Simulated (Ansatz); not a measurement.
**MgV3CrS8 (R3m): electronic heat capacity from the density of states**

Theory: DFT PBE, scalar-relativistic, plane waves, PAW (Ansatz).

Cutoff 420 eV; k points 6×6×6 on the computed 13-atom cell (Γ-centred); Gaussian smearing, width 0.10 eV; collinear spin from starting moments 0 1.37 1.36 1.36 2.85 0 0 0 0 0 0 0 0 μB.

Relaxed cell: R3m, a = 6.957 Å, b = 6.957 Å, c = 17.438 Å, α = 90.00°, β = 90.00°, γ = 120.00°, 13 atoms in the primitive cell. Whether it is the stable form of this composition wasn't checked.

The density of states at the Fermi level is 7.193 states/eV in the cell of 13 atoms (1 formula unit; both spins, tetrahedra on a 9×9×9 mesh). The run ends with a moment of 6.99 μB a cell (largest on a site 2.60 μB), and the figure is for this state; a paramagnetic sample can have a quite different one. Another magnetic order, if the compound takes it, can change N(E_F) and the shape of the cell a good deal, and may open a gap, where γ is close to zero.

Question: What Sommerfeld coefficient does this give?

Answer: Per formula unit N(E_F) = 7.193 states/eV. γ = (π²/3) k_B² N(E_F) N_A = 2.357 mJ/(mol K²) per state/eV, so γ = 17.0 mJ/(mol K²), a mole of formula units. This is the bare band result: a measured γ of the same phase and magnetic order is as a rule larger by a factor 1 + λ from phonons and spin fluctuations. N(E_F) at one energy is sensitive to the mesh where the density of states has sharp peaks.

Moments started parallel, and an antiferromagnetic order may lie lower.

Only this magnetic start was tried.

Cost: 1 run of about 30 core-minutes, on Arm Neoverse V2 (shared hosts).